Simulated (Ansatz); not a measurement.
## Levels of theory for KLiF2 (ordering on rocksalt)

All numbers come from Ansatz. Note: simulated data, non-magnetic, for a generated structure that need not be the stable one.

An ordered 4-atom cell of KLiF2 on the rocksalt lattice (R-3m), relaxed with r2SCAN. Space group R-3m (No. 166), trigonal; conventional cell a = 3.245 Å, c = 16.947 Å, 12.88 Å³ an atom. Li is surrounded by 6 F at 2.17 Å; K is surrounded by 6 F at 2.55 Å; F is surrounded by 3 Li at 2.17 Å and 3 K at 2.55 Å.

```
CELL_PARAMETERS angstrom
1.62230 0.93664 5.64890
-1.62230 0.93664 5.64890
0.00000 -1.87328 5.64890
ATOMIC_POSITIONS crystal
Li 0.00000 0.00000 0.00000
K 0.50000 0.50000 0.50000
F 0.26895 0.26895 0.26895
F 0.73105 0.73105 0.73105
```

Relaxed lattice by functional, symmetry kept:

| functional | k mesh | a (Å) | c (Å) | volume (Å³/atom) |
| --- | --- | --- | --- | --- |
| PBE | 10×10×10 | 3.330 | 17.103 | 13.69 |
| r2SCAN | 8×8×8 | 3.245 | 16.947 | 12.88 |

On this one geometry the levels give:
```
                                    level    k mesh  gap (eV)    kind     edges  least direct gap (eV)
                                      PBE  10×10×10      6.70  direct         Γ                   6.70
                                   r2SCAN  10×10×10      7.45  direct         Γ                   7.45
                                    HSE06     6×6×6      8.77  direct         Γ                   8.77
                                     PBE0     6×6×6      9.54  direct         Γ                   9.54
G0W0@PBE (153 empty bands, 120 eV, 6×6×6)     6×6×6     10.24       –  Γ (mesh)                      –
```
PBE: smearing of 0.02 eV; the others have fixed occupations.
Wave cutoffs: 420 eV, 500 eV (r2SCAN).
The G0W0 gap is PBE's gap over the path plus the quasiparticle shift read on the mesh. The G0W0 figures hold for the stated bands, cutoff and mesh and aren't extrapolated.

The HSE06 gap is direct at Γ: 8.77 eV.

r2SCAN covers 36 % of the step from PBE to HSE06, while HSE06 needs about 14 times r2SCAN's cost (on a coarser mesh). Among these functionals the gap stays direct.

r2SCAN (ground state on 8×8×8): The clamped-ion dielectric constant comes out as 2.02 along x and y, 2.04 along z. Born charges, averaged over directions: Li +1.10, K +1.14, F -1.12 e.
